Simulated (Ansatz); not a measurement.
TaSeS in space group P3m1 (No. 156; Ta on 1a, Se on 1c, S on 1b) under volume change, LDA in the plane-wave PAW code Ansatz, shape and atoms relaxed at each volume.

```
V (Å³/atom)  E − E(relaxed) (meV/atom)  P (GPa)
-----------  -------------------------  -------
17.397                            31.0     6.73
17.970                            12.4     3.85
18.544                             2.8     1.65
19.117                             0.0    -0.01
19.691                             2.2    -1.12
20.264                             7.6    -1.84
20.838                            14.9    -2.19
```

Question: What does a third-order Birch–Murnaghan fit give for V₀, B₀ and B′?

Answer: V₀ = 19.13 Å³/atom, B₀ = 43.9 GPa, B′ = 11.1.

The first step of the workflow began from a Materials Project structure, measured or hypothetical; the Crystallography Open Database copy checked does not list it. With Se and S taken as one species the cell has the higher symmetry P-3m1, so it may be an ordered model of a mixed-site phase. Its standing as an ambient phase is unchecked. The cell was relaxed with LDA under the symmetry of its start. At this level the phase is dynamically unstable (imaginary phonons). The run is not spin-polarised. A crystal of weakly bound layers computed without a dispersion correction: the cell and the soft elastic constants depend strongly on that. Spin–orbit coupling is left out wherever it is not named.

Potentials: the later of the program's two PAW sets.
